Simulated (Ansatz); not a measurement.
Data:

Cr2N (space group P-31m)

```
CELL_PARAMETERS angstrom
      4.71882     0.00000     0.00000
     -2.35941     4.08662     0.00000
      0.00000     0.00000     4.35893
ATOMIC_POSITIONS crystal
  Cr 0.32629 0.00000 0.25329
  Cr 0.00000 0.32629 0.25329
  Cr 0.67371 0.67371 0.25329
  Cr 0.00000 0.67371 0.74671
  Cr 0.67371 0.00000 0.74671
  Cr 0.32629 0.32629 0.74671
  N  0.33333 0.66667 0.50000
  N  0.66667 0.33333 0.50000
  N  0.00000 0.00000 0.00000
```

The volume is varied about the relaxed value V₀ at fixed cell shape. The atoms relax within the cell's symmetry.

The numbers are results of PBEsol (plane waves to 420 eV, PAW, scalar-relativistic; Ansatz, a quantum-chemistry and plane-wave program), not measurements. k mesh 11×11×11 (Γ-centred), Fermi-Dirac smearing 0.05 eV. E stands for the smeared free energy. Stress and pressure are positive under compression. With the shape held, the modulus is that of even scaling; a crystal free to change shape is softer. Cr2N is run without spin polarisation. Cr2N was relaxed with its symmetry unable to fall. The zero of ΔE is the relaxed starting cell.

The scan covers V/V₀ from 0.840 to 1.160 in 11 points.

Task: What is ΔE at V/V₀ = 0.840?

Result: 323 meV/atom.

Task: What pressure does the cell carry at V/V₀ = 0.840?

Result: 81.1 GPa.

Task: What is ΔE at V/V₀ = 1.160?

Result: 176 meV/atom.

(A scan under strain: stresses follow from slopes of the energy per volume, elastic moduli from its curvatures.)
